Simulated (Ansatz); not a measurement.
Input and command of a plane-wave DFT calculation in Ansatz:

```yaml
crystal:
  lattice:
    - [4.3038055432, 0.0, 0.0]
    - [0.0, 4.3038055432, 0.0]
    - [0.0, 0.0, 4.3038055432]
  atoms:
    - { symbol: Na, position: [0.0, 0.0, 0.0] }
    - { symbol: Ca, position: [0.5, 0.5, 0.5] }
    - { symbol: Cr, position: [0.0, 0.5, 0.5], spin: 3.0 }
    - { symbol: Cr, position: [0.5, 0.0, 0.5], spin: 3.0 }
    - { symbol: Cr, position: [0.5, 0.5, 0.0], spin: 3.0 }
basis:
  ecutwfc: 420
kpoints:
  mp_grid: { grid: [4, 4, 4] }
hamiltonian:
  xc: pbe
scf:
  occupations: { method: gaussian, width: 0.1 }
  lower_state_search: "off"
output:
  forces: true
  stress: true
  eigenvalues: true
  populations: true
magnetization:
  spin_polarized: true
```

```bash
ansatz run input.yaml --threads 1 --pin off --max-ram 2560MiB --backend cpu --events-out ev --progress --plain --runs-dir out
```

Processor: Arm Neoverse V1, 1 thread, on a host shared with other jobs.

Question: Estimate time, memory and problem size.

Answer: About 8.1 s on 1 thread of Arm Neoverse V1 (shared host), peak memory 0.36 GiB. It solves 42 bands at 10 k points (the mesh reduced by symmetry) with about 1551 plane waves, in 13 SCF iterations.
